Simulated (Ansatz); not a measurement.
Al (fcc, Cu type)

Space group Fm-3m (No. 225); a = b = c = 4.0406 Å, α = β = γ = 90.00°

```tsv
atom	site	symmetry	x	y	z
Al	4a	m-3m	0.0000	0.0000	0.0000
```
(The calculation used a cell of 1 atom; values per cell refer to that cell.)

E(V) scan at fixed shape, V₀ the volume above. Symmetry pins the atoms to their sites.

Computed with PBE (plane waves to 420 eV, PAW, scalar-relativistic; Ansatz, a quantum-chemistry and plane-wave program). k mesh 21×21×21 (Γ-centred), Fermi-Dirac smearing 0.05 eV. Energies are smeared free energies. Al was relaxed with its symmetry unable to fall. ΔE is measured from the relaxed starting cell. The last digit holds for this mesh only.

```
V (Å³/atom)  ΔE (meV/atom)
-----------  -------------
14.843                49.2
15.255                26.5
15.667                11.4
16.080                 2.8
16.492                 0.0
16.904                 2.2
17.317                 8.9
17.729                19.4
18.141                33.1
```

Question: What is the fitted pressure derivative B₀′?

Answer: 4.4.

Question: What bulk modulus B₀ follows from a third-order Birch-Murnaghan fit?

Answer: 77.7 GPa.

(A scan under strain: stresses follow from slopes of the energy per volume, elastic moduli from its curvatures.)
